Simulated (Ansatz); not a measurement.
Mg3ZnS4 (I4/mmm) at 2 levels of theory

One geometry, relaxed with PBE; plane waves with PAW potentials in Ansatz, scalar-relativistic. No spin polarisation. Gaps are the least over mesh and band path; pressure is positive in compression.

Space group I4/mmm (No. 139). a = 5.206 Å, b = 5.206 Å, c = 10.385 Å, α = 90.00°, β = 90.00°, γ = 90.00°
```tsv
atom	site	symmetry	x	y	z
Mg	4d	-4m2	0.0000	0.5000	0.2500
Mg	2b	4/mmm	0.5000	0.5000	0.0000
Zn	2a	4/mmm	0.0000	0.0000	0.0000
S	4c	mmm.	0.0000	0.5000	0.0000
S	4e	4mm	0.0000	0.0000	0.2456
```

```json
{"level": "PBE", "cutoff (eV)": "420", "k mesh": "8×8×8", "gap (eV)": "0.95", "pressure (GPa)": "0.0"}
```

Problem. What comes out on the same cell with r2SCAN?

Solution.
```
 level  cutoff (eV)  k mesh  gap (eV)  pressure (GPa)
r2SCAN          500   8×8×8      1.44            -1.5
```

The cell was found from a structure generator's guess, not taken from experiment.
